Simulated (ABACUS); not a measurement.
Consider a self-consistent single point of Ta2O5 (P2/m, 7 atoms in the cell; from Materials Project mp-1238961, changed as shown).

```
CELL_PARAMETERS angstrom
      3.84141     0.00000     0.00000
      0.00000     3.86272     0.00000
     -1.83713     0.00000     6.59425
ATOMIC_POSITIONS crystal
  Ta 0.64953 0.00000 0.79131
  Ta 0.35047 0.00000 0.20869
  O  0.66212 0.50000 0.79833
  O  0.33788 0.50000 0.20167
  O  0.18976 0.00000 0.87062
  O  0.81024 0.00000 0.12938
  O  0.50000 0.00000 0.50000
```

Computed with PBEsol, PseudoDojo 0.4 standard norm-conserving PBEsol (tails mended) pseudopotentials (plane waves; ABACUS 3.10.1).

ABACUS settings:

| setting | value |
|---|---|
| KPT | Gamma 4 4 2 0 0 0 |
| basis_type | pw |
| dft_functional | PBESOL |
| ecutwfc | 84 Ry |
| smearing_method | gaussian |
| smearing_sigma | 0.00367493 Ry |
| potentials | PseudoDojo 0.4 standard norm-conserving PBEsol (tails mended) |
| symmetry | 1 |
| ks_solver | dav_subspace |
| scf_nmax | 100 |
| scf_thr | 1.0e-09 Ry |
| mixing_type | pulay |

Estimate, at this level of theory: gap on the k-point mesh, pressure and largest force (vector length).

The run gave:

- Gap on the k-point mesh = 2.18 eV
- Pressure = -4.70 GPa
- Largest force (vector length) = 0.348 eV/Å

The gap is read on the k-point mesh of the run and can differ from the gap over the whole zone at this level.

For comparison: a first run was changed to give this one (lattice vector c scaled by 1.01), and from it to this one the free energy goes up by 4.4 meV/atom, the pressure goes from -2.68 to -4.70 GPa, the largest force goes from 0.067 to 0.348 eV/Å and the gap on the mesh hardly changes (2.176 to 2.178 eV).

Spin-orbit coupling is left out, which matters for bands and gaps with elements this heavy. The structure comes from a collection of computed structures, made at another level of theory; the collection holds predicted forms beside known ones.

Cost on one core: about 2.2 core-minutes (a rough figure).

“Tails mended”: in these copies of the files the far tail of each local potential was reset to the Coulomb form.
